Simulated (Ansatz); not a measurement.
## What a change of settings does to a run on LaGe2Rh2

Structure from Materials Project entry mp-4562 (possibly hypothetical), not relaxed further.

First run: DFT, LDA, PAW with Ansatz's default frozen-core files, scalar-relativistic (Ansatz 0.2.0).

Command: `ansatz run input.yaml --threads 2 --pin off --max-ram 6144MiB --backend cpu --events-out ev --progress --plain --runs-dir out` The run took 66 s on 2 threads of Arm Neoverse V1, on a shared host, peak memory 0.81 GiB.

```yaml
crystal:
  lattice:
    - [-2.0971309614, 2.0971309614, 5.303591284]
    - [2.0971309614, -2.0971309614, 5.303591284]
    - [2.0971309614, 2.0971309614, -5.303591284]
  atoms:
    - { symbol: La, position: [0.0, 0.0, 0.0] }
    - { symbol: Ge, position: [0.62789118, 0.62789118, 0.0] }
    - { symbol: Ge, position: [0.37210882, 0.37210882, 0.0] }
    - { symbol: Rh, position: [0.75, 0.25, 0.5] }
    - { symbol: Rh, position: [0.25, 0.75, 0.5] }
kpoints:
  mp_grid: { grid: [12, 12, 12] }
  band_path:
    path:
      - [0.0, 0.0, 0.0]
      - [0.0, 0.0, 0.5]
      - [0.25, 0.25, 0.25]
      - [0.0, 0.5, 0.0]
      - [0.0, 0.0, 0.0]
      - [0.5, 0.5, -0.5]
      - [0.289088681, 0.710911319, -0.289088681]
      - [-0.289088681, 0.289088681, 0.289088681]
      - [0.0, 0.0, 0.0]
    npoints: 14
scf:
  occupations: { method: fermi_dirac, width: 0.08 }
hamiltonian:
  xc: lda
  pseudopotentials: { kind: paw }
output:
  forces: true
  stress: true
  eigenvalues: true
  efg: { contact_densities: true }
  populations: true
  bader: true
  dos: { projected: true, de: 0.2, e_range: [-14, 8] }
  write_density: true
  write_potential: true
  elf: true
  volumetric_format: npy
```

Result: converged; pressure -6.46 GPa; largest force 0.199 eV/Å; 8 SCF iterations.

Spin polarisation is left out, and whether a magnetic state lies lower isn't shown here.

Spin–orbit coupling is left out, though it moves levels of the heavy atoms by tenths of an eV or more.

A second input differs as follows:

```diff
@@ -26,4 +26,6 @@
 scf:
   occupations: { method: fermi_dirac, width: 0.08 }
+  mixing: { algorithm: anderson, beta: 0.001, ndim: 1 }
+  max_iter: 100
 hamiltonian:
   xc: lda
@@ -35,9 +37,3 @@
   efg: { contact_densities: true }
   populations: true
-  bader: true
-  dos: { projected: true, de: 0.2, e_range: [-14, 8] }
-  write_density: true
-  write_potential: true
-  elf: true
-  volumetric_format: npy
```

Q: Does the change harm the result?

A: Not here: the run converged; energy at zero smearing 0.0 meV/atom from the first run; pressure -6.46 GPa; largest force 0.199 eV/Å; 38 SCF iterations, so the odd setting did no harm in this case.
